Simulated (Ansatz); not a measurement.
All numbers below come from Ansatz, DFT PBE, scalar-relativistic, plane waves, PAW. Settings: cutoff 420 eV, Γ-centred meshes spaced at most about 0.3 Å⁻¹, and about 0.25 Å⁻¹ or finer for metals (2π included), Gaussian smearing. No spin polarisation in the final relaxations.

All energies are static (0 K, no zero-point motion). All come from trial cells, and lower structures may exist.

Question: Which of these relaxed structures of Ga₂PdS₃ is the lowest in energy?
A. Space group P6/mmm (No. 191), hexagonal, a = 5.014 Å, c = 8.101 Å. Ga is surrounded by 1 Pd at 2.39 Å and 6 S at 3.00 Å; around Pd lie 2 Ga at 2.39 Å; around S lie 4 S at 2.51 Å and 4 Ga at 3.00 Å.
B. Space group P6/mmm (No. 191), hexagonal, a = 6.496 Å, c = 3.297 Å. Ga has 6 S at 2.50 Å, 2 Ga at 3.30 Å, 3 Pd at 3.75 Å and 3 Ga at 3.75 Å; around Pd lie 2 Pd at 3.30 Å, 12 S at 3.64 Å and 6 Ga at 3.75 Å; S has 4 Ga at 2.50 Å, 6 S at 3.25–3.30 Å and 4 Pd at 3.64 Å.
C. Space group P6/mmm (No. 191), hexagonal, a = 4.588 Å, c = 9.101 Å. Ga has 3 Ga at 2.65 Å and 3 Pd at 2.65 Å; around Pd lie 2 S at 2.45 Å and 6 Ga at 2.65 Å; S on a site of symmetry 6mm has 1 S at 2.10 Å and 1 Pd at 2.45 Å; around S on a site of symmetry 6/mmm lie 2 S at 2.10 Å.
D. Space group P-4m2 (No. 115), tetragonal, a = 3.419 Å, c = 9.541 Å. Ga has 4 S at 2.52 Å, 2 Pd at 3.09 Å and 2 S at 3.09 Å; Pd is surrounded by 4 S at 2.42 Å; around S on a site of symmetry 2mm lie 4 Ga at 2.52 Å; S on a site of symmetry -4m2 has 4 Pd at 2.42 Å.

Answer: D. It has space group P-4m2 (No. 115); the next, B, with space group P6/mmm (No. 191), lies 0.45 eV/atom higher. Counting S atoms around Ga and Pd (those within 1.25 times the shortest such distance or 1.15 times the sum of covalent radii, 1.27 where that leaves under three; a plus sign parts nearer from farther groups; the shortest distance is added where it exceeds 1.18 times the sum of covalent radii), the lowest has Ga 4+2, Pd 4 and the next has Ga 6, Pd 12 from 3.6 Å.

No dispersion correction is applied, so the spacing and binding between layers, chains or molecules are poorly described (P-4m2), and this can change margins and order among such cells. A magnetic state wasn't ruled out in cells without spin, among them P6/mmm at 20.1 Å³/atom. Cells relaxed within their symmetry can be saddle points. Some structure types and database cells were kept out of the candidates from the start, so a known form may be missing.
